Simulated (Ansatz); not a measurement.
Ge:
```cif
data_Ge46
_chemical_formula_sum 'Ge46'
_space_group_name_H-M_alt 'I-43m'
_space_group_IT_number 217
_space_group_name_Hall 'I -4 2 3'
_cell_length_a 10.48240
_cell_length_b 10.48240
_cell_length_c 10.48240
_cell_angle_alpha 90.000
_cell_angle_beta 90.000
_cell_angle_gamma 90.000
loop_
_atom_site_label
_atom_site_type_symbol
_atom_site_symmetry_multiplicity
_atom_site_Wyckoff_symbol
_atom_site_fract_x
_atom_site_fract_y
_atom_site_fract_z
_atom_site_occupancy
Ge1 Ge 2 a 0.00000 0.00000 0.00000 1
Ge2 Ge 8 c 0.13554 0.13554 0.13554 1
Ge3 Ge 12 d 0.00000 0.25000 0.50000 1
Ge4 Ge 24 g 0.08466 0.08466 0.35582 1
```
(The calculation used a cell of 23 atoms; values per cell refer to that cell.)

Relaxed with r²SCAN.

Question: Which orbitals make up the states near the band edges in r²SCAN (plane waves, PAW; program Ansatz)?

Answer: Top 1 eV of the valence band: Ge 4p 97 %. Bottom 1 eV of the conduction band: Ge 4p 55 %, Ge 4s 39 %, outside the projected shells 6 %. Projections are on Löwdin-orthogonalised atomic valence shells; empty p or d shells of many metals are not among them.

Question: Tabulate the density of states.

Answer: States/eV per cell of 23 atoms, in 0.25 eV bins, energy from the valence-band maximum.

```tsv
E (eV)	total	Ge 4p	Ge 4s	Ge 3d
-7.85	1.17	0.42	0.73	0.00
-7.60	4.61	2.06	2.52	0.01
-7.35	4.57	2.03	2.50	0.01
-7.10	10.17	4.27	5.83	0.02
-6.85	4.15	1.77	2.34	0.01
-6.60	3.32	1.39	1.90	0.01
-6.35	3.35	1.47	1.85	0.01
-6.10	6.09	2.96	3.07	0.01
-5.85	6.17	3.14	2.97	0.01
-5.60	7.55	3.90	3.58	0.01
-5.35	3.72	1.89	1.80	0.01
-5.10	1.70	0.84	0.84	0.00
-4.85	0.55	0.28	0.27	0.00
-4.60	14.12	8.47	5.51	0.02
-4.35	8.54	5.36	3.09	0.01
-4.10	0.90	0.54	0.35	0.00
-3.85	0.49	0.47	0.01	0.00
-3.60	4.13	3.89	0.18	0.00
-3.35	15.55	14.27	1.13	0.01
-3.10	10.59	9.78	0.69	0.01
-2.85	8.57	7.83	0.65	0.01
-2.60	6.47	6.04	0.38	0.01
-2.35	5.59	5.24	0.29	0.01
-2.10	12.99	12.25	0.63	0.02
-1.85	20.44	19.18	1.09	0.03
-1.60	14.15	13.34	0.69	0.02
-1.35	15.00	14.16	0.72	0.02
-1.10	14.64	13.83	0.68	0.02
-0.85	18.86	18.12	0.58	0.03
-0.60	14.51	14.10	0.29	0.02
-0.35	14.00	13.65	0.24	0.02
-0.10	8.02	7.84	0.11	0.01
0.15	0.00	0.00	0.00	0.00
0.40	0.00	0.00	0.00	0.00
0.65	0.00	0.00	0.00	0.00
0.90	0.00	0.00	0.00	0.00
1.15	0.00	0.00	0.00	0.00
1.40	1.58	0.86	0.64	0.00
1.65	2.89	1.61	1.12	0.00
1.90	7.36	3.94	3.00	0.01
2.15	10.22	5.86	3.73	0.01
2.40	13.53	8.33	4.24	0.01
2.65	14.44	9.20	4.08	0.01
2.90	10.10	6.55	2.79	0.01
3.15	13.08	8.72	3.31	0.01
3.40	12.95	8.91	2.87	0.01
3.65	14.08	10.06	2.64	0.01
3.90	15.94	11.45	2.74	0.02
4.15	16.29	11.86	2.63	0.02
4.40	10.35	7.61	1.62	0.01
4.65	13.70	9.94	1.98	0.01
4.90	12.04	8.94	1.35	0.01
5.15	10.45	7.34	1.12	0.01
5.40	15.20	10.96	1.31	0.01
5.65	12.97	8.82	1.12	0.01
5.90	17.28	11.16	1.66	0.01
```

The start of the workflow was typed in or built on a structure type; neither database checked (COD, Materials Project) lists it. It is not the phase usual at ambient conditions (space group No. 227). The cell was relaxed with r²SCAN under the symmetry of its start; whether a distortion lowers the energy is not shown. Spin–orbit coupling is left out wherever it is not named.

Potentials: the later of the program's two PAW sets.
